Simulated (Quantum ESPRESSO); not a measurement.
**Kohn-Sham bands of InHO2 (Pmn2₁)**

```yaml
crystal:
  lattice:
    - [3.29850, 0.00000, 0.00000]
    - [0.00000, 4.59052, 0.00000]
    - [0.00000, 0.00000, 5.30213]
  atoms:
    - { symbol: In, position: [0.00000, 0.72794, 0.00035] }
    - { symbol: In, position: [0.50000, 0.27206, 0.50035] }
    - { symbol: H, position: [0.00000, 0.80110, 0.47911] }
    - { symbol: H, position: [0.50000, 0.19890, 0.97911] }
    - { symbol: O, position: [0.00000, 0.52282, 0.63851] }
    - { symbol: O, position: [0.50000, 0.47718, 0.13851] }
    - { symbol: O, position: [0.00000, 0.98158, 0.36403] }
    - { symbol: O, position: [0.50000, 0.01842, 0.86403] }
```

Materials Project entry mp-504535; symmetrised, unrelaxed at this level. COD (Crystallography Open Database) has an entry of this formula and space group (matched by these alone). Computed values, not measurements, from PBEsol: Quantum ESPRESSO (norm-conserving PseudoDojo potentials, cutoff 68 Ry, spinors with spin-orbit coupling) on a Γ-centred 6×4×4 mesh, then Wannier90. Density: 10×8×6 mesh, Gaussian smearing 0.01 Ry.

Energies are relative to the valence-band maximum; weights are on the orthonormalised atomic waves of the pseudopotential files, averaged over the group. 52 electrons a cell are treated as valence.

| bands | from (eV) | to (eV) | filling | weight on atomic waves |
|---|---|---|---|---|
| 1–4 | -18.42 | -17.72 | filled | … |
| 5–8 | -16.58 | -16.06 | filled | … |
| 9–16 | -12.64 | -12.05 | filled | … |
| 17–28 | -11.85 | -10.70 | filled | … |
| 29–52 | -6.08 | 0.00 | filled | … |

Which atomic shells make up each group?


- 1–4, weight on atomic waves: O 2s 69 %, H 1s 15 %, In 5p 9 %
- 5–8, weight on atomic waves: O 2s 76 %, In 5p 11 %, In 4d 9 %
- 9–16, weight on atomic waves: In 4d 96 %
- 17–28, weight on atomic waves: In 4d 94 %
- 29–52, weight on atomic waves: O 2p 81 %, In 5p 6 %, In 5s 5 %

The Kohn-Sham gap over both meshes and the path is 1.92 eV.
